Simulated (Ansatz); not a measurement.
## Fixed-spin-moment curve of MnGa$_{3}$

Method: Ansatz, DFT PBEsol, scalar-relativistic, plane waves, PAW.

```xyz
4
Lattice="0.0000 3.1769 3.1769 3.1769 0.0000 3.1769 3.1769 3.1769 0.0000" Properties=species:S:1:pos:R:3 pbc="T T T"
Ga    1.5885    1.5885    1.5885
Ga    4.7654    4.7654    4.7654
Ga    3.1769    3.1769    3.1769
Mn    0.0000    0.0000    0.0000
```

```
plane-wave cutoff : 420 eV
Γ-centred k-mesh  : 12×12×12
occupation rule   : Gaussian smearing, 0.1 eV
```

The total moment of the cell is held at each value, at fixed atoms.

Site moments are spin moments in atom-centred spheres that scale with the neighbour distance.

```csv
held moment (μB/cell),E above lowest (meV/atom),P (GPa),site moments (μB)
0.00,223.2,-10.0,none over 0.05
0.62,?,?,?
1.25,?,?,?
1.88,?,?,?
2.50,56.5,-3.8,"Ga -0.09 (×2), Ga -0.06, Mn +2.79"
3.12,19.2,-1.5,"Ga -0.06 (×2), Mn +3.23"
3.75,0.0,0.1,Mn +3.53
4.38,31.2,2.1,"Ga +0.06 (×2), Ga +0.09, Mn +3.78"
5.00,97.9,3.9,"Ga +0.13 (×2), Ga +0.16, Mn +3.99"
```

Problem. Fill in the withheld rows.

Solution. The withheld rows:

```tsv
held moment (μB/cell)	E above lowest (meV/atom)	P (GPa)	site moments (μB)
0.62	201.8	-8.6	Ga -0.07 (×3), Mn +0.96
1.25	150.4	-7.3	Ga -0.10 (×2), Ga -0.08, Mn +1.68
1.88	99.0	-5.6	Ga -0.11 (×2), Ga -0.08, Mn +2.29
```

Cost: 9 runs of about 7.8 core-minutes in all, on AMD EPYC (Zen 3) (shared hosts).